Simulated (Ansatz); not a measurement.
# V₂N₃: pressure against volume

V₂N₃, P-3m1, a = 2.806 Å, c = 6.218 Å. The structure is a Materials Project entry; whether it is the stable form wasn't checked. Ansatz: r2SCAN, PAW, 500 eV, Γ-centred 12×12×6 mesh on 5 atoms, Gaussian smearing 0.10 eV; collinear spin, largest moment 0.4 μB. Shape and atoms are relaxed at each volume; pressure is positive in compression.

```tsv
V (Å³/atom)	P (GPa)
7.463	50.27
7.717	34.06
7.972	20.23
8.226	9.94
8.481	0.01
8.735	-8.56
8.989	?
9.329	-23.95
```

**Question.** Take V0 = 8.481 Å³/atom, count pressures from its P0 = 0.01 GPa, fit the third-order Birch–Murnaghan form to the other rows, and predict the missing pressure.

**Answer.** With the Eulerian strain f = ½[(V0/V)^(2/3) − 1] and y = (P − P0)/[3f(1 + 2f)^(5/2)], the form is the line y = B0 + 1.5 B0 (B0′ − 4) f. Rows (f, y): 0.04449, 304.3; 0.03248, 298.6; 0.02106, 288.7; 0.01028, 306.0; -0.00974, 308.1; -0.03078, 304.1. Means f = 0.01130, y = 301.63; Σ(Δf)² = 0.003860, ΣΔfΔy = -0.3463; the slope is their ratio. y = 302.6 − 89.71 f GPa, so B0 = 302.6 GPa and B0′ = 4 + 2 × (-89.71)/(3 × 302.6) = 3.80. At V = 8.989, f = -0.01902, y = 304.31 and P = -15.75 GPa. The run gave -15.88 GPa, so the fit is 0.13 GPa too high, within the rms miss on the fitted rows (0.52 GPa). Note that the largest moment runs from 0.00 to 0.43 μB along the series.

The largest moment runs from 0.00 to 0.43 μB along the series, so B0 and B0′ hold the change of the moment too.

The state reached may not be the lowest one. Moments started parallel, and an antiferromagnetic order may lie lower.